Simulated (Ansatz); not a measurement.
**73Ge nuclear quadrupole resonance in GePt at a changed volume**

Cell: a COD entry, relaxed with PBE at fixed cell and then changed (volume scaled by 0.94, ions relaxed).

```cif
data_GePt
_symmetry_space_group_name_H-M 'Pnma'
_symmetry_Int_Tables_number 62
_cell_length_a 5.6150
_cell_length_b 3.6254
_cell_length_c 5.9637
_cell_angle_alpha 90.000
_cell_angle_beta 90.000
_cell_angle_gamma 90.000
loop_
_atom_site_label
_atom_site_type_symbol
_atom_site_symmetry_multiplicity
_atom_site_Wyckoff_symbol
_atom_site_fract_x
_atom_site_fract_y
_atom_site_fract_z
Ge Ge 4 c 0.8209 0.7500 0.5874
Pt Pt 4 c 0.9926 0.7500 0.1876
```

One atom of each set is listed.

Method: Kohn–Sham DFT in Ansatz, PBE, plane waves and PAW, scalar-relativistic, 420 eV cutoff, Γ-centred 8×13×8 k-points, Fermi–Dirac smearing 0.05 eV.

73Ge: I = 9/2, Q = -196.0 mb (year-2017 value). Static lattice, zero field.

Task: At which frequencies do the 73Ge NQR lines lie?

Result: For I = 9/2 and η = 0 the lines are |C_Q|/24 times 1, 2, 3 and 4; η shifts the lowest up most. At large η the states mix, and weaker lines appear at sums of the main ones; lines under 5 % of the strongest are left out.

```tsv
site	atoms	V_zz (10²¹ V/m²)	C_Q (MHz)	η	line frequencies (MHz)
Ge	4	6.22	-29.5	0.97	2.99, 3.08, 4.39, 4.51, 6.07
```

With no gap above 0.1 eV, as in a metal, the gradients converge slowly in k; expect changes of a tenth or more on a denser mesh. Without spin–orbit coupling the gradients at and beside Pt can be off by some per cent, at some sites by more. At this changed cell the PBE pressure is 20 GPa.
